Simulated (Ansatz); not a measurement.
LiCl:
```
CELL_PARAMETERS angstrom
      3.89452     0.00000     0.00000
     -1.94726     3.37276     0.00000
      0.00000     0.00000     6.22775
ATOMIC_POSITIONS crystal
  Li 0.66667 0.33333 0.87807
  Li 0.33333 0.66667 0.37807
  Cl 0.66667 0.33333 0.49693
  Cl 0.33333 0.66667 0.99693
```

Cartesian axes are those of the cell as given.

Question: Give the proper piezoelectric stress tensor with relaxed ions from plane-wave PAW r²SCAN (Ansatz code).

Answer: In C/m², rows x, y, z, Voigt columns; mesh uncertainty up to 0.00.
```
 0.00   0.00   0.00   0.00   0.13   0.00
 0.00   0.00   0.00   0.13   0.00   0.00
 0.17   0.17  -0.38   0.00   0.00   0.00
```

The elastic tensor of the same run (GPa):

```
38.8  21.4  19.1   0.0   0.0   0.0
21.4  38.8  19.1   0.0   0.0   0.0
19.1  19.1  39.3   0.0   0.0   0.0
 0.0   0.0   0.0   9.2   0.0   0.0
 0.0   0.0   0.0   0.0   9.2   0.0
 0.0   0.0   0.0   0.0   0.0   8.7
```

Question: Convert to strain constants d = e·S.

Answer: In pC/N:
```
  0.0    0.0    0.0    0.0   14.1    0.0
  0.0    0.0    0.0   14.1    0.0    0.0
  8.6    8.6  -18.0    0.0    0.0    0.0
```

Space group P6_3mc (wurtzite). The first step of the workflow began from a Materials Project structure, measured or hypothetical; the Crystallography Open Database copy checked does not list it. It is not the phase usual at ambient conditions (space group No. 225). The r²SCAN relaxation kept the symmetry of its start; of distortions, only those at the zone centre were tested.

Potentials: the later of the program's two PAW sets.
